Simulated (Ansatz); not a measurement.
PbSe:
```
PbSe
1.0
    2.14531    -6.05178     0.00000
    2.14531     6.05178     0.00000
    0.00000     0.00000     4.44138
Pb Se
2 2
Direct
  0.63002   0.36998   0.75000
  0.36998   0.63002   0.25000
  0.86196   0.13804   0.75000
  0.13804   0.86196   0.25000
```

The program Ansatz at the r²SCAN+D4 level (PAW) gives a gap of 1.21 eV without spin–orbit coupling, maximum on the T–Y line, 23 % of the way from T, minimum on the Σ0–Γ line, 25 % of the way from Σ0.

**Question.** What happens when spin–orbit coupling is switched on?

**Answer.** The gap drops by 0.47 eV, to 0.74 eV; maximum on the T–Y line, 24 % of the way from T, minimum on the Y–C0 line, 95 % of the way from Y.

Space group Cmcm. The first step of the workflow began from a Materials Project structure, measured or hypothetical; the Crystallography Open Database copy checked does not list it. It is not the phase usual at ambient conditions (space group No. 225). The r²SCAN+D4 relaxation kept the symmetry of its start; its stability against distortions is not shown here.

Potentials: the later of the program's two PAW sets.
